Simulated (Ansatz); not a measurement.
TiB2 (AlB2 type, space group P6/mmm)

```yaml
crystal:
  lattice:
    - [3.02488, 0.00000, 0.00000]
    - [-1.51244, 2.61962, 0.00000]
    - [0.00000, 0.00000, 3.22383]
  atoms:
    - { symbol: Ti, position: [0.00000, 0.00000, 0.00000] }
    - { symbol: B, position: [0.33333, 0.66667, 0.50000] }
    - { symbol: B, position: [0.66667, 0.33333, 0.50000] }
```

Computed with r2SCAN (plane waves to 500 eV, PAW, scalar-relativistic; Ansatz, a quantum-chemistry and plane-wave program). DFPT wavenumbers on a 18×18×14 k mesh, in cm⁻¹ and rounded to 5; i marks imaginary ones, q is in fractions of the reciprocal vectors of the cell shown, and the three acoustic modes at Γ are left out. The PAW data are Ansatz's earlier set. TiB2 is run without spin polarisation. TiB2 was relaxed with its symmetry unable to fall.

**Question.** Does any mode at Γ, M = (0.5, 0.0, 0.0), A = (0.0, 0.0, 0.5), L = (0.5, 0.0, 0.5) come out imaginary?

**Answer.** No imaginary mode at these points (lowest 295 cm⁻¹ at A = (0.0, 0.0, 0.5)); other wave vectors were not tested.

**Question.** Predict the phonon wavenumbers at Γ, M = (0.5, 0.0, 0.0), A = (0.0, 0.0, 0.5), L = (0.5, 0.0, 0.5).

**Answer.** 
```csv
q,wavenumbers (cm⁻¹)
Γ,"520 (×2), 520, 555, 895 (×2)"
"M = (0.5, 0.0, 0.0)","305, 320, 365, 530, 530, 560, 805, 835, 860"
"A = (0.0, 0.0, 0.5)","295 (×2), 330, 425 (×2), 520, 640, 910 (×2)"
"L = (0.5, 0.0, 0.5)","320, 325, 350, 535, 565, 605, 790, 815, 880"
```
